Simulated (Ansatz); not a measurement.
BN in space group P6_3mc (No. 186; Pearson symbol hP12), the program Ansatz at the PBE+D3(BJ) level (PAW). The conduction-band minimum lies at M, with 3 equivalent valleys. Second derivatives d²E/dk² of the lowest band at one valley (eV·Å²), along Cartesian directions:

```
direction  d²E/dk²
---------  -------
[100]        2.805
[010]        29.20
[001]        7.234
[110]        16.01
[101]        5.020
[011]        18.22
```

**Question.** Find the principal effective masses, the density-of-states mass and the conductivity mass.

**Answer.** Off-diagonal terms follow from H_xy = H[110] − (H_xx + H_yy)/2, and m*/mₑ = 7.620 eV·Å² over each eigenvalue: 0.26, 1.1, 2.7. One valley's DOS mass (m₁m₂m₃)^(1/3) = 0.91, conductivity mass 3/(Σ 1/mᵢ) = 0.58 mₑ.

**Question.** What effective density of states Nc follows at 300 K for parabolic valleys?

**Answer.** Nc = 2.509e19 × 3 × (0.91)^(3/2) ≈ 6.5e19 cm⁻³.

The start of the workflow was typed in or built on a structure type. Its sites differ from those of the usual phase in this space group: another stacking or structure type. The cell was relaxed with PBE+D3(BJ) under the symmetry of its start; whether a distortion lowers the energy is not shown.

Potentials: the later of the program's two PAW sets.

Edges and masses are those of Kohn–Sham bands, whose gap is no quasiparticle gap.
